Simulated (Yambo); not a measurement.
Quantum ESPRESSO input (LDA, PseudoDojo standard norm-conserving files, scalar-relativistic) whose wavefunctions are converted with p2y:

```
&CONTROL
  calculation = 'nscf'
  pseudo_dir = './pseudo'
  outdir = './out'
/
&SYSTEM
  ibrav = 0
  nat = 3
  ntyp = 2
  ecutwfc = 84.0
  ecutrho = 336.0
  occupations = 'fixed'
  force_symmorphic = .true.
  nbnd = 146
/
&ELECTRONS
  conv_thr = 3.0000000000000004e-09
  diago_full_acc = .true.
  diago_thr_init = 1e-08
/
ATOMIC_SPECIES
Mg 24.3050 Mg.upf
Si 28.0850 Si.upf
CELL_PARAMETERS angstrom
  0.000000000000   3.129557576000   3.129557576000
  3.129557576000   0.000000000000   3.129557576000
  3.129557576000   3.129557576000   0.000000000000
ATOMIC_POSITIONS crystal
Mg   0.250000000000   0.250000000000   0.250000000000
Mg   0.750000000000   0.750000000000   0.750000000000
Si   0.000000000000   0.000000000000   0.000000000000
K_POINTS automatic
2 2 2 0 0 0
```

Yambo's initialisation report on symmetry, reciprocal space, the k grid and the gaps on this mesh:

```
  [02.02] Symmetries
  ==================

  Inversion symmetry    : yes
  Spatial inversion     : yes
  Inversion index       :  25
  K-space Time-reversal : no
  Magnetic symmetries   : no
  Group table correct   : yes
  Symmetries units      :  [cc]

  [02.03] Reciprocal space
  ========================

  nG shells         :   399
  nG charge         :   43143
  nG WFs            :   6350
  nC WFs            :   5410
  G-vecs. in first 39 shells:  [ Number ]
     1    9   15   27   51   59   65   89  113
    137   169   181   229   259   283   307   331   339
    387   411   459   531   537   561   609   645   701
    725   749   821   869   893   941   965  1037  1067
   1139  1211  1243
  ...
  Shell energy in first 39 shells:  [ mHa ]
    0.00000      423.280      564.373      1128.75      1552.03      1693.12      2257.49      2680.77      2821.86
    3386.24      3809.52      4514.98      4938.26      5079.36      5643.73      6067.01      6208.10      6772.47
    7195.75      7336.85      7901.22      8324.50      9029.97      9453.25      9594.34      10158.7      10582.0
    10723.1      11287.5      11710.7      11851.8      12416.2      12839.5      13544.9      13968.2      14109.3
    14673.7      15097.0      15238.1
  ...

  [02.04] K-grid lattice
  ======================

  Compatible Grid is   : 3D
  Base K vectors       :  K_min[ 1 ]  K_min[ 2 ]  K_min[ 3 ]
  K_min[ 1 ] :  0.500000  0.500000  0.500000 [rlu]
  K_min[ 2 ] : -0.500000  0.000000  0.000000 [rlu]
  K_min[ 3 ] :  0.000000 -0.500000  0.000000 [rlu]
  Grid dimensions      :  2  2  2
  K lattice UC volume  :  0.074950 [a.u.]

  IBZ K-points                                      :  3
  BZ  K-points                                      :   8

  K/Q-points units:
  rlu = crystal or reduced units; cc = cartesian coordinates; iku = interal k-units

  K [1]          [rlu]:  0.000000  0.000000  0.000000
         WF components:   5329
  K [2]          [rlu]:  0.000000  0.000000 -0.500000
         WF components:   5396
  K [3]          [rlu]:  0.000000 -0.500000 -0.500000
         WF components:   5410

  [02.05] Energies & Occupations
  ==============================

  [X] === General ===
  [X] Electronic Temperature                        :  0.000000  0.000000 [eV K]
  [X] Bosonic    Temperature                        :  0.000000  0.000000 [eV K]
  [X] Finite Temperature mode                       : no
  [X] El. density                                   :  0.39150E+24 [cm-3]
  [X] Fermi Level                                   :  6.058396 [eV]

  [X] === Gaps and Widths ===
  [X] Conduction Band Min                           :  0.115490 [eV]
  [X] Valence Band Max                              :  0.000000 [eV]
  [X] Filled Bands                                  :  12
  [X] Empty Bands                                   :   13  146
  [X] Direct Gap                                    :  1.974050 [eV]
  [X] Direct Gap localized at k                     :  1
  [X] Indirect Gap                                  :  0.115490 [eV]
  [X] Indirect Gap between kpts                     :  1  3
  [X] Last valence band width                       :  2.011923 [eV]
  [X] 1st conduction band width                     :  1.858560 [eV]
```
The gaps are LDA values on this mesh alone; only operations without fractional translations are kept.

Geometry relaxed with LDA.
